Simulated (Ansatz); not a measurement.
**Clamped-ion strain scan in SnTe**

Level of theory: Ansatz 0.2.0, DFT PBEsol, scalar-relativistic, plane waves, PAW. Cutoff 420 eV, Γ-centred 10×10×10 k-points, Gaussian smearing of 0.03 eV. Spin–orbit coupling is left out, which matters for the heavy elements here. No spin polarisation. Energies are free energies at this smearing, counted from the undisturbed cell; pressure is positive in compression.

Reference structure (as given, not relaxed at this level; it stands at -0.5 GPa):

```
Sn Te
1.0
     0.00000    3.15650    3.15650
     3.15650    0.00000    3.15650
     3.15650    3.15650    0.00000
Sn Te
1 1
Direct
  0.00000 0.00000 0.00000
  0.50000 0.50000 0.50000
```

The cell is strained by ε times the Voigt pattern (0, 1, 0, 0, 0, 0) (xx, yy, zz, yz, xz, xy; engineering shear) with fractional coordinates fixed.

```csv
ε,ΔE (meV/atom),"stress summed along the pattern (GPa, tension positive)",pressure (GPa),gap on the mesh (eV)
-0.0200,3.4,-2.39,0.5,0.21
-0.0150,1.4,-1.59,0.2,0.18
-0.0100,0.2,-0.83,-0.1,0.16
-0.0050,?,-0.12,-0.3,?
0.0000,0.0,0.55,-0.5,0.13
0.0050,0.9,1.17,-0.8,0.11
0.0100,2.3,1.76,-1.0,0.10
0.0150,?,?,-1.2,0.09
0.0175,5.5,2.57,-1.3,0.09
0.0200,6.8,?,-1.3,?
```

(1) Give the withheld values.

Answers

(1) ΔE (meV/atom) at ε = -0.0050: -0.2; gap on the mesh (eV) at ε = -0.0050: 0.14; ΔE (meV/atom) at ε = 0.0150: 4.3; stress summed along the pattern (GPa, tension positive) at ε = 0.0150: 2.31; stress summed along the pattern (GPa, tension positive) at ε = 0.0200: 2.82; gap on the mesh (eV) at ε = 0.0200: 0.09.